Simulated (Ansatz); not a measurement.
# KAg2AsH4: reading a single point

```xyz
8
Lattice="-2.9184 2.9184 3.5009 2.9184 -2.9184 3.5009 2.9184 2.9184 -3.5009" Properties=species:S:1:pos:R:3 pbc="T T T"
Ag    2.9184    0.0000    1.7504
Ag    0.0000    2.9184    1.7504
As    0.0000    0.0000    0.0000
K     0.0000    0.0000    3.5009
H     1.9407   -1.9407    2.5486
H     0.9777    0.9777    0.9522
H    -1.9407    1.9407    2.5486
H     1.9407    1.9407    4.4531
```

Level: PBE, no spin polarisation; 420 eV; 8×8×8 Γ-centred mesh; fermi-dirac occupations (width 0.1334 eV); Ansatz 0.2.0, fixed geometry.

Formation energy: 0.48 eV an atom against the elements' usual phases (free molecules for gases, crystals otherwise, with no correction for O₂ or N₂), so at this geometry it isn't bound against them. Relaxing would lower it.
Charges: Bader charges in e: K +0.73, Ag -0.25, As +0.55, H -0.20. In the mean K gives up most and Ag takes most.
Contacts: As–H at 1.68 Å: least valence density 0.75 e/Å³ and ELF 0.82 there. Ag–H at 2.31 Å: least valence density 0.21 e/Å³ and ELF 0.23 there. K–H at 2.90 Å: least valence density 0.05 e/Å³ and ELF 0.02 there. Both are smooth PAW fields, read partly inside the augmentation spheres.
Electronic structure: It is a metal, with about 1.1 states/eV a cell as the mean within 0.25 eV of the Fermi level, mostly Ag s (37 %), H s (20 %) and As p (20 %).
Stress: The pressure is 1.6 GPa (compression positive), so with the atoms held at these fractions the cell would first expand. The principal stresses 0.9, 0.9, 3.0 GPa differ, so its shape would change too.

Origin: a known structure type with other elements, at an estimated volume, so it need not be a known compound.
